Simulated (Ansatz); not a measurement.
This run works on a generated trial structure, not on a known crystal.

Input and command of a plane-wave DFT calculation in Ansatz:

```yaml
crystal:
  lattice:
    - [5.39229602, 0.0, 0.0]
    - [-2.69614801, 4.66986534, 0.0]
    - [0.0, 0.0, 7.86376458]
  atoms:
    - { symbol: Cd, position: [0.0, 0.0, 0.36883365] }
    - { symbol: Cd, position: [0.0, 0.0, 0.63116635] }
    - { symbol: Cd, position: [0.33333333, 0.66666667, 0.0] }
    - { symbol: Cd, position: [0.66666667, 0.33333333, 0.0] }
    - { symbol: Cd, position: [0.33333333, 0.66666667, 0.5] }
    - { symbol: Cd, position: [0.66666667, 0.33333333, 0.5] }
    - { symbol: O, position: [0.33333333, 0.66666667, 0.24801713] }
    - { symbol: O, position: [0.33333333, 0.66666667, 0.75198287] }
    - { symbol: O, position: [0.66666667, 0.33333333, 0.75198287] }
    - { symbol: O, position: [0.66666667, 0.33333333, 0.24801713] }
basis:
  ecutwfc: 420
kpoints:
  mp_grid: { grid: [4, 4, 2] }
hamiltonian:
  xc: pbe
scf:
  occupations: { method: gaussian, width: 0.2 }
  lower_state_search: "off"
output:
  forces: true
  stress: true
  eigenvalues: true
relax:
  adjacent_minimum: "off"
  f_tol: 0.08
  max_steps: 16
  cell: { stress_tol: 0.8 }
```

```bash
ansatz run input.yaml --threads 1 --pin off --max-ram 2560MiB --backend cpu --events-out ev --progress --plain --runs-dir out
```

Processor: Arm Neoverse V2, 1 thread, on a host shared with other jobs.

Question: Estimate time, memory and problem size.

Answer: About 61 s, peak memory 0.48 GiB. It solves 87 bands at 8 k points (after reduction by symmetry) with about 4179 plane waves (on the last cell), in 45 SCF iterations over 6 ionic steps.
